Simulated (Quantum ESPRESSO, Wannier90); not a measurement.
# Wannierisation of TaN (P-6m2)

```
CELL_PARAMETERS angstrom
      2.93994     0.00000     0.00000
     -1.46997     2.54606     0.00000
      0.00000     0.00000     2.89018
ATOMIC_POSITIONS crystal
  Ta 0.00000 0.00000 0.50000
  N  0.66667 0.33333 0.00000
```

Materials Project entry mp-1459; symmetrised, unrelaxed at this level. COD (Crystallography Open Database) has the formula in 5 space groups, this one among them (matched by group alone). Method: PBEsol plane waves in Quantum ESPRESSO 7.5 (PseudoDojo norm-conserving files, 68 Ry, spinors with spin-orbit coupling), Bloch states on a 12×12×6 mesh through Γ, Wannier90 4.0.1. Density: 12×12×10 mesh, cold smearing 0.01 Ry.

Base run: 16 functions from bands 11-44 of the 44 computed, start hydrogen-like Ta: d; N: p, centres 0.05 Å off the atoms, frozen window up to 1.50 eV relative to the Fermi level, outer window open. One thing is changed at a time; window edges are relative to the Fermi level. The misfit compares interpolated bands with pw.x on a high-symmetry path, for states up to 1.0 eV relative to the Fermi level. Converged means that the tolerances were met: symmetric starts can stop on a saddle, which shows as a larger Ω_OD at equal Ω_I and can move the misfit too.

```csv
setting,functions,frozen to (eV),Ω_I (Å²),Ω_D (Å²),Ω_OD (Å²),rms misfit (meV),worst (meV),ended
base,16,1.50,18.76,0.03,0.83,4.3,48,converged
```

Starting from this base row, predict which settings stop with an error, and how Ω_I and the misfit move in the others: frozen window to 5.50 eV; no frozen window; outer window to 9.55 eV; outer window to 6.55 eV.


```
setting                   functions  frozen to (eV)  Ω_I (Å²)  Ω_D (Å²)  Ω_OD (Å²)  rms misfit (meV)  worst (meV)                               ended
------------------------  ---------  --------------  --------  --------  ---------  ----------------  -----------  ----------------------------------
frozen window to 5.50 eV         16            5.50         –         –          –                 –            –       stops: too many frozen states
no frozen window                 16            none     13.54      0.00       0.14              2820         5591                           converged
outer window to 9.55 eV          16            1.50     21.88      0.08       1.45               1.7           13                           converged
outer window to 6.55 eV          16            1.50         –         –          –                 –            –  stops: too few bands in the window
```

Runs of this sweep that didn't settle are not listed.
